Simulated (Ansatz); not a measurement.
HfO2:
```yaml
crystal:
  lattice:
    - [5.22912, 0.00000, 0.00000]
    - [0.00000, 5.01785, 0.00000]
    - [0.00000, 0.00000, 5.04207]
  atoms:
    - { symbol: Hf, position: [0.03288, 0.26756, 0.24232] }
    - { symbol: Hf, position: [0.96712, 0.73244, 0.74232] }
    - { symbol: Hf, position: [0.46712, 0.26756, 0.74232] }
    - { symbol: Hf, position: [0.53288, 0.73244, 0.24232] }
    - { symbol: O, position: [0.36801, 0.07175, 0.37988] }
    - { symbol: O, position: [0.63199, 0.92825, 0.87988] }
    - { symbol: O, position: [0.13199, 0.07175, 0.87988] }
    - { symbol: O, position: [0.86801, 0.92825, 0.37988] }
    - { symbol: O, position: [0.73404, 0.45967, 0.49080] }
    - { symbol: O, position: [0.26596, 0.54033, 0.99080] }
    - { symbol: O, position: [0.76596, 0.45967, 0.99080] }
    - { symbol: O, position: [0.23404, 0.54033, 0.49080] }
```

Relaxed with PBEsol. Special points in fractions of this cell's reciprocal vectors: Γ (0.000, 0.000, 0.000); X (0.500, 0.000, 0.000); S (0.500, 0.500, 0.000); Y (0.000, 0.500, 0.000); Z (0.000, 0.000, 0.500); U (0.500, 0.000, 0.500); R (0.500, 0.500, 0.500); T (0.000, 0.500, 0.500).

List the band energies nearest the valence-band maximum at these points for PBEsol with spin–orbit coupling in the plane-wave PAW code Ansatz.

In eV from the valence-band maximum; about four levels below and three above (degenerate sets whole), none deeper than 8.9 eV; points with the same levels are listed once.

```tsv
k	below	above
Γ	-0.05 -0.05 0.00 0.00	4.83 4.83 5.13 5.13
X	-0.39 -0.39 -0.38 -0.38	5.10 5.10 5.11 5.11
S	-0.49 -0.49 -0.46 -0.46	4.55 4.55 4.64 4.64
Y	-0.19 -0.19 -0.11 -0.11	4.46 4.46 4.79 4.79
Z	-0.25 -0.25 -0.25 -0.25	4.54 4.54 4.54 4.54
U	-0.68 -0.68 -0.68 -0.68	4.99 4.99 5.10 5.10
R	-0.82 -0.82 -0.82 -0.82	4.55 4.55 4.58 4.58
T	-0.36 -0.36 -0.36 -0.36	4.46 4.46 4.46 4.46
```

Space group Pca2_1. The PBEsol relaxation kept the symmetry of its start. No spin polarisation was allowed.

Potentials: the earlier of the program's two PAW sets. The files were generated under PBE; for other functionals the program regenerates the frozen cores, and for LDA and PBEsol the local potential too.
